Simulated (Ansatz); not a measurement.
The start is a relaxed W cell, doubled along one cell vector, shaken by Gaussian noise of σ = 0.08 Å a coordinate. The structure is fully relaxed (lattice and positions, P = 0) with PBEsol (plane waves to 420 eV, PAW, scalar-relativistic; Ansatz, a quantum-chemistry and plane-wave program). The first steps use a coarse 14×7×7 k-mesh.

Starting cell:
```yaml
crystal:
  lattice:
    - [1.29978, -2.58567, 0.00000]
    - [2.59956, 5.17135, 0.00000]
    - [0.00000, 0.00000, 4.76885]
  atoms:
    - { symbol: W, position: [0.78434, 0.05251, 0.26226] }
    - { symbol: W, position: [0.89827, 0.57191, 0.28249] }
    - { symbol: W, position: [0.20048, 0.42368, 0.70692] }
    - { symbol: W, position: [0.20552, 0.93606, 0.72548] }
```

- Energy released: 0.77 eV/atom
- Shortest distances (start → end): The closest pairs of elements (up to four, under 3.6 Å), start → end: W–W 2.41 → 2.73 Å
- Optimiser moves: 10

It ends as:

```cif
data_W2
_chemical_formula_sum 'W2'
_space_group_name_H-M_alt 'Im-3m'
_space_group_IT_number 229
_space_group_name_Hall '-I 4 2 3'
_cell_length_a 3.15448
_cell_length_b 3.15448
_cell_length_c 3.15448
_cell_angle_alpha 90.000
_cell_angle_beta 90.000
_cell_angle_gamma 90.000
loop_
_atom_site_label
_atom_site_type_symbol
_atom_site_symmetry_multiplicity
_atom_site_Wyckoff_symbol
_atom_site_fract_x
_atom_site_fract_y
_atom_site_fract_z
_atom_site_occupancy
W1 W 2 a 0.00000 0.00000 0.00000 1
```
(The calculation used a cell of 1 atom; values per cell refer to that cell.)

Final values are on a 21×21×21 k-mesh of the relaxed cell. The start holds a very short contact (W–W 2.41 Å). No spin polarisation in the result.

Of the parent cell (Cmcm (No. 63)): it is a generated cell of W: the first start was made by placing the elements on the sites of a structure type, and the end was not matched to a known phase here, so it may be hypothetical. Known forms of W include space group No. 229.
